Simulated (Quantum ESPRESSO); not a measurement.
K3CoF6 is modelled in the cubic space group Fm-3m (No. 225), Pearson symbol cF40. Lattice parameters: a = b = c = 8.5533 Å, α = β = γ = 90.00°. F on 24e sees 1 Co at 1.839 Å and 1 K at 2.438 Å and 4 K at 3.039 Å (octahedral). K1 on 8c is surrounded by 12 F at 3.039 Å. K2 on 4b has 6 F at 2.438 Å (octahedral). Co on 4a is coordinated by 6 F at 1.839 Å (octahedral). (Neighbours: up to the widest gap in distance over summed covalent radii, below 1.35, at either atom; cation-cation contacts left out.)
(The calculation used a cell of 10 atoms; values per cell refer to that cell.)

The geometry is that of Materials Project entry mp-1111145, symmetrised and not relaxed again.

Task: What does PBEsol (pw.x of Quantum ESPRESSO, ONCV potentials, no spin-orbit coupling) give for the electronic structure near the Fermi level?

Result: The PBEsol gap is direct, 1.32 eV at X. Another valence extremum on the path lies within 0.02 eV, too close to call. The 3d shell has no Hubbard U; the runs are without spin polarisation, and magnetic order was not tried.

The structure is a Materials Project entry; no match was found in the copy of COD used, and its stability was not checked.
